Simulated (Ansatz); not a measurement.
**Kick test of a cell of PdPt2Se6**

The cell was found from a structure generator's guess, not taken from experiment.

Computed with Ansatz 0.2.0, DFT PBE, scalar-relativistic, plane waves, PAW. Settings: cutoff 420 eV, Γ-centred mesh 6×6×6 on the computed 9-atom cell, Gaussian smearing of 0.02 eV; no spin polarisation.

The cell below (9 atoms, space group R-3 (No. 148)) is relaxed within its symmetry.

```
Pd Pt Se
1.0
     3.24711    1.87472    6.24876
    -3.24711    1.87472    6.24876
     0.00000   -3.74944    6.24876
Pd Pt Se
1 2 6
Cartesian
  0.0000 0.0000 0.0000
  0.0000 0.0000 12.4985
  0.0000 0.0000 6.2478
  1.0809 -1.8739 11.1903
  -2.1633 0.0009 11.1903
  1.0824 1.8730 11.1903
  -1.0824 -1.8730 7.5560
  2.1633 -0.0009 7.5560
  -1.0809 1.8739 7.5560
```

For the test it was strained at random (σ = 1.5 % a component), the atoms were moved at random (σ = 0.10 Å), and all was relaxed again on a coarse 4×4×4 mesh (in the run’s order of axes) with 0.10 eV smearing, with no symmetry imposed.

No dispersion correction is applied, so the spacing and binding between layers, chains or molecules are poorly described. These runs have no spin–orbit coupling, which can matter for Pt.

Q: What happens?

A: It returns, within 1 meV/atom of the unmoved cell on that mesh and with the same symmetry when read at 0.1 Å (P-1 at 0.01 Å, so small strains and shifts remain). No instability shows in this cell; modes of other wave vectors, which need another repeat, aren't tested.
